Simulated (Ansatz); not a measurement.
Relaxation of a generated cell, CsPbBr3 built in the AFLOW prototype ABC3_hR10_161_a_a_b (as in LiNbO3); 10 atoms in the cell, which starts as R3c, hexagonal axes (No. 161), hR10; a = 8.3244 Å, b = 8.3244 Å, c = 21.9841 Å, α = 90.00°, β = 90.00°, γ = 120.00°. These are PBE (plane waves to 420 eV, PAW, scalar-relativistic; Ansatz, an electronic-structure program) values and carry that method's errors. Γ-centred k-mesh 4×4×4 on the run's cell (coarser than for final values), Fermi–Dirac smearing 0.05 eV. This is the first round of the run. 

The optimiser's lines from the output (shortened; P is positive under compression):

```
relax step   1: F+E_penalty+E_count = -51871.33675687 eV  Δ(F+E_penalty+E_count) = +0.000e0 eV  max|allowed force component| = 4.830e-1 eV/Å  Δτ_max = 0.0000 Å  P = -0.179 GPa  Ω = 439.768 Å³  (8 SCF iters, dr2 threshold 1.00e-7 eV, accepted)
relax step   2: F+E_penalty+E_count = -51871.68584774 eV  Δ(F+E_penalty+E_count) = -3.491e-1 eV  max|allowed force component| = 1.920e-1 eV/Å  Δτ_max = 0.1670 Å  P = -0.052 GPa  Ω = 434.950 Å³  (6 SCF iters, dr2 threshold 1.00e-6 eV, accepted)
relax step   3: F+E_penalty+E_count = -51871.79964146 eV  Δ(F+E_penalty+E_count) = -1.138e-1 eV  max|allowed force component| = 1.237e-1 eV/Å  Δτ_max = 0.1307 Å  P = +0.106 GPa  Ω = 430.018 Å³  (6 SCF iters, dr2 threshold 1.00e-6 eV, accepted)
relax step   4: F+E_penalty+E_count = -51871.84427465 eV  Δ(F+E_penalty+E_count) = -4.463e-2 eV  max|allowed force component| = 6.367e-2 eV/Å  Δτ_max = 0.1264 Å  P = +0.048 GPa  Ω = 427.269 Å³  (6 SCF iters, dr2 threshold 9.56e-7 eV, accepted)
relax step   5: F+E_penalty+E_count = -51871.85803336 eV  Δ(F+E_penalty+E_count) = -1.376e-2 eV  max|allowed force component| = 4.270e-2 eV/Å  Δτ_max = 0.0889 Å  P = +0.068 GPa  Ω = 426.228 Å³  (6 SCF iters, dr2 threshold 2.53e-7 eV, accepted)
relax step   6: F+E_penalty+E_count = -51871.86660854 eV  Δ(F+E_penalty+E_count) = -8.575e-3 eV  max|allowed force component| = 1.798e-2 eV/Å  Δτ_max = 0.0941 Å  P = -0.022 GPa  Ω = 426.064 Å³  (6 SCF iters, dr2 threshold 1.14e-7 eV, accepted)
relax step   7: F+E_penalty+E_count = -51871.86896640 eV  Δ(F+E_penalty+E_count) = -2.358e-3 eV  max|allowed force component| = 7.042e-3 eV/Å  Δτ_max = 0.0727 Å  P = +0.012 GPa  Ω = 424.182 Å³  (7 SCF iters, dr2 threshold 2.02e-8 eV, accepted)
relax step   8: F+E_penalty+E_count = -51871.86949913 eV  Δ(F+E_penalty+E_count) = -5.327e-4 eV  max|allowed force component| = 2.575e-3 eV/Å  Δτ_max = 0.0487 Å  P = -0.010 GPa  Ω = 424.106 Å³  (9 SCF iters, accepted)
relax step   9: F+E_penalty+E_count = -51871.86967351 eV  Δ(F+E_penalty+E_count) = -1.744e-4 eV  max|allowed force component| = 1.575e-3 eV/Å  Δτ_max = 0.0274 Å  P = +0.017 GPa  Ω = 423.339 Å³  (8 SCF iters, accepted)
relax step  10: F+E_penalty+E_count = -51871.86973047 eV  Δ(F+E_penalty+E_count) = -5.695e-5 eV  max|allowed force component| = 1.073e-3 eV/Å  Δτ_max = 0.0181 Å  P = +0.001 GPa  Ω = 423.619 Å³  (7 SCF iters, dr2 threshold 1.57e-9 eV, accepted)
relax step  11: F+E_penalty+E_count = -51871.86916963 eV  Δ(F+E_penalty+E_count) = +5.608e-4 eV  max|allowed force component| = 1.079e-3 eV/Å  Δτ_max = 0.0000 Å  P = +0.000 GPa  Ω = 423.619 Å³  stress off target by 4.12e-3 GPa  SCF on the basis re-selected at this cell (its energy is not comparable with the rows above)  (5 SCF iters)
```

From the first to the last row the energy changes by -0.05 eV/atom and the volume by -3.7 %. The last row is marked as not comparable with the walk above it, whose basis was carried along; it does compare with step 1, since both stand on a basis selected at the nominal cutoff for their own cell.

Later rounds, restarted from the end of this one on a renewed k-mesh, logged 2 more steps and released under 1 meV/atom more. The final structure after all rounds: R3c, hexagonal axes (No. 161), hR10; a = b = 8.503 Å, c = 20.298 Å, α = β = 90.00°, γ = 120.00°. Between re-selections the logged energies stand on a plane-wave basis carried along with the cell. No spin polarisation in the result.

The run could not lose the symmetry of its start: the end is stationary, and may be a saddle point rather than a minimum.

The relaxed structure here is a generated cell of CsPbBr3: the first start was made by placing the elements on the sites of a structure type, and the end was not matched to a known phase here, so it may be hypothetical. Known forms of CsPbBr3 include space group No. 62, 221.
